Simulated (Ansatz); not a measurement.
Method: Ansatz 0.2.0, DFT PBE, scalar-relativistic, plane waves, PAW. Settings of the last relaxation (6-atom cell): 420 eV, 14×14×4 k points, Gaussian smearing of 0.10 eV, collinear spin.

Energies over the elements count from the elements' standard structures at the same level (O₂ as a molecule), with no fitted energy shifts.

Question: Propose a candidate for a tetragonal metal with formula Mg2TiO3, with a formation energy near −2.28 eV/atom, a density near 3.1 g/cm³ and a net moment near 0.2 μB per atom, in a cell of 6 atoms.

Answer: Mg2TiO3, space group P-4m2 (No. 115). Around Mg lie 4 O at 2.04 Å and 1 O at 2.20 Å; Ti is surrounded by 4 O at 2.04 Å and 4 Ti at 2.89 Å; around O on a site of symmetry 2mm lie 4 Mg at 2.04 Å and 1 Mg at 2.20 Å; around O on a site of symmetry -4m2 lie 4 Ti at 2.04 Å.

```
Mg Ti O
1.0
     2.88796    0.00000    0.00000
     0.00000    2.88796    0.00000
     0.00000    0.00000    9.25640
Mg Ti O
2 1 3
Cartesian
  1.4440 0.0000 3.5474
  0.0000 1.4440 5.7090
  0.0000 0.0000 0.0000
  1.4440 0.0000 5.7447
  0.0000 1.4440 3.5117
  1.4440 1.4440 0.0000
```

The volume per atom is 12.9 Å³, the density is 3.1 g/cm³ and the formation energy is −2.28 eV/atom. The gap on the 14×14×4 mesh of the 6-atom cell is 0 eV (a metal) and the net moment per atom is 0.24 μB. The moment by site is Ti 0.8 μB.

The structure comes from a generated guess, relaxed at this level; another structure or a mixture of phases may lie lower. The answer needn't be unique; the calculation gave this one.

In such compounds of Ti a zero gap at this level may well be an artefact, since no Hubbard U is applied. The magnetic state reached may not be the lowest. Symmetry constrained the relaxation, so the result can be a saddle point. Site moments count only spheres around the atoms; the net moment includes the space between them.
